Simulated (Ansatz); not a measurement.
Total density of states per atom from DFT-r²SCAN in the program Ansatz with PAW potentials, in 0.25 eV bins, energy from the valence-band maximum:

```csv
E (eV),states/eV/atom
-7.85,0.00
-7.60,0.00
-7.35,0.00
-7.10,0.01
-6.85,0.12
-6.60,0.27
-6.35,0.44
-6.10,0.53
-5.85,0.35
-5.60,0.29
-5.35,0.18
-5.10,0.16
-4.85,0.13
-4.60,0.38
-4.35,0.48
-4.10,0.60
-3.85,0.53
-3.60,0.41
-3.35,0.52
-3.10,0.42
-2.85,0.65
-2.60,0.63
-2.35,0.73
-2.10,0.55
-1.85,0.65
-1.60,0.93
-1.35,0.82
-1.10,0.40
-0.85,0.75
-0.60,0.79
-0.35,0.81
-0.10,0.86
0.15,0.00
0.40,0.00
0.65,0.00
0.90,0.00
1.15,0.00
1.40,0.00
1.65,0.00
1.90,0.00
2.15,0.00
2.40,0.00
2.65,0.00
2.90,0.00
3.15,0.01
3.40,0.02
3.65,0.03
3.90,0.03
4.15,0.05
4.40,0.06
4.65,0.07
4.90,0.10
5.15,0.13
5.40,0.13
5.65,0.12
5.90,0.09
6.15,0.12
6.40,0.26
6.65,0.21
6.90,0.18
7.15,0.24
7.40,0.33
7.65,0.29
```

Which compound is it?
A. GaSb, P6_3mc (Ga on 2b, Sb on 2b, Ga on 2a, Sb on 2a)
B. Ga2O3, Cc (Pearson symbol mS20)
C. Ga3Mo, Cu3Au type
D. GaSb, P-6m2 (Ga on 1a, Sb on 1f)

B, Ga2O3, Cc (Pearson symbol mS20). Top 1 eV of the valence band: O 2p 94 %. Bottom 1 eV of the conduction band: Ga 4s 49 %, O 2s 22 %, O 2p 14 %, Ga 4p 13 %. Projections are on Löwdin-orthogonalised atomic valence shells; empty p or d shells of many metals are not among them.

The start of the workflow was typed in or built on a structure type; neither database checked (COD, Materials Project) lists it. It is not the phase usual at ambient conditions (space group No. 12, 167). Symmetry was held in the r²SCAN relaxation; its stability against distortions is not shown here. Scalar-relativistic: spin–orbit coupling is off unless named, which matters more the heavier the elements.

Potentials: the earlier of the program's two PAW sets.
